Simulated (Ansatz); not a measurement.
FeB2:
```
CELL_PARAMETERS angstrom
      2.97954     0.00000     0.00000
     -1.48977     2.58036     0.00000
      0.00000     0.00000     3.16692
ATOMIC_POSITIONS crystal
  B  0.33333 0.66667 0.50000
  B  0.66667 0.33333 0.50000
  Fe 0.00000 0.00000 0.00000
```
Starting moments (μB, in the order of the atoms B B Fe): 0.1 0.1 3.0.

Relaxed with r²SCAN. Special points in fractions of this cell's reciprocal vectors: Γ (0.000, 0.000, 0.000); M (0.500, 0.000, 0.000); K (0.333, 0.333, 0.000); A (0.000, 0.000, 0.500); L (0.500, 0.000, 0.500); H (0.333, 0.333, 0.500).

**Question.** List the band energies nearest the Fermi level at these points for plane-wave PAW r²SCAN (Ansatz code).

**Answer.** In eV from the Fermi level; about four levels below and three above (degenerate sets whole), none deeper than 8.9 eV; … stands for higher levels left out; points with the same levels are listed once.

| k | below | above |
|---|---|---|
| Γ ↑ | -5.04 -5.04 -3.60 -3.60 -3.00 | 0.54 0.54 5.57 |
| M ↑ | -3.96 -3.81 -3.25 -2.77 | 3.73 3.85 6.16 |
| K ↑ | -4.80 -4.80 -3.38 -3.38 -3.23 | 4.54 4.54 … |
| A ↑ | -4.24 -4.24 -3.72 -0.59 -0.59 | 8.20 … |
| L ↑ | -3.54 -3.21 -1.41 -0.16 | 0.79 5.81 … |
| H ↑ | -1.43 -1.43 -0.45 -0.45 | 3.72 … |
| Γ ↓ | -3.24 -2.48 -2.48 -2.18 | 0.29 0.29 2.92 2.92 |
| M ↓ | -3.43 -3.33 -2.32 -0.06 | 1.00 1.65 3.58 |
| K ↓ | -8.06 -2.21 -2.21 | 0.41 0.41 1.05 |
| A ↓ | -0.94 -0.94 -0.49 -0.49 | 0.30 0.30 0.74 |
| L ↓ | -8.45 -4.97 -4.49 -4.39 | 1.09 1.20 2.42 |
| H ↓ | -8.64 -8.64 -6.61 -4.26 -4.26 | 1.22 2.30 2.30 |

Space group P6/mmm. The workflow started from an entry of the Crystallography Open Database (COD). Its standing as an ambient phase is unchecked. The r²SCAN relaxation kept the symmetry of its start; its stability against distortions is not shown here. The final state is ferromagnetic, chosen from 5 collinear starts compared on coarse meshes (ties went to the first, and starts can fall back to one state), not a proven ground state. Other orbital occupations within this spin state were not tried. For itinerant 3d metals, meta-GGAs of the SCAN family and hybrids are commonly reported to give too large moments.

Potentials: the later of the program's two PAW sets.
